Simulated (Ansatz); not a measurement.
Relaxed-ion elastic tensor of PbS (zinc blende, F-43m) in GPa (Voigt order), DFT-r²SCAN in the program Ansatz with PAW potentials; density 5.52 g/cm³, 35.96 Å³ per atom.

```
39.8  37.8  37.8   0.0   0.0   0.0
37.8  39.8  37.8   0.0   0.0   0.0
37.8  37.8  39.8   0.0   0.0   0.0
 0.0   0.0   0.0  -7.9   0.0   0.0
 0.0   0.0   0.0   0.0  -7.9   0.0
 0.0   0.0   0.0   0.0   0.0  -7.9
```

### Question
Is the crystal mechanically stable?

### Answer
No: the smallest eigenvalue of C is -7.9 GPa.

The start of the workflow was typed in or built on a structure type; neither database checked (COD, Materials Project) lists it. It is not the phase usual at ambient conditions (space group No. 225). Symmetry was held in the r²SCAN relaxation. At this level the phase is mechanically unstable. Spin–orbit coupling is left out wherever it is not named.

Potentials: the later of the program's two PAW sets.
